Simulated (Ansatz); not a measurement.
Nb3Sn: do energies and stresses tell the same story?

Computed with DFT PBEsol, scalar-relativistic, plane waves, PAW (Ansatz).

Plane waves to 420 eV, a k mesh through Γ of 8×8×8 on the computed 8-atom cell and Gaussian smearing (0.10 eV); no spin polarisation.

Relaxed cell: Pm-3n, a = 5.259 Å, b = 5.259 Å, c = 5.259 Å, α = 90.00°, β = 90.00°, γ = 90.00°, 8 atoms in the primitive cell. Whether it is the stable form of this composition wasn't checked.

Energies at zero smearing and pressures from the stress tensor, at volumes with shape and atoms relaxed:
```csv
V (Å³/atom),E − E(first) (meV/atom),P (GPa)
17.086,0.00,12.40
17.631,-30.40,5.72
18.177,-39.80,0.00
18.722,-31.20,-4.89
19.267,-7.19,-9.08
```

Question: Check P = −dE/dV between neighbouring volumes, and get the bulk modulus from the pressures alone.

Answer: With 1 eV/Å³ = 160.2 GPa:
| middle V (Å³/atom) | −ΔE/ΔV (GPa) | mean P (GPa) |
| --- | --- | --- |
| 17.359 | 8.932 | 9.057 |
| 17.904 | 2.762 | 2.861 |
| 18.449 | -2.526 | -2.444 |
| 18.995 | -7.054 | -6.986 |

The two differ by 0.13 GPa at most. The mean of two end pressures misses the average over a step by about ΔV² P″/12, up to 0.09 GPa here; with that taken off 0.04 GPa remains. The stress is the derivative of the free energy, not of the energy at zero smearing, and with free energies 0.00 GPa remains. Around V = 18.177 Å³/atom, the two neighbours give B = −V ΔP/ΔV = 18.177 × 10.61 / 1.091 = 176.8 GPa, against B0 = 175.9 GPa from the Birch–Murnaghan fit of the energies.

Cost: 6 runs of about 4.8 core-minutes in all, on Intel Xeon Platinum 8259CL (Skylake/Cascade Lake) (shared hosts).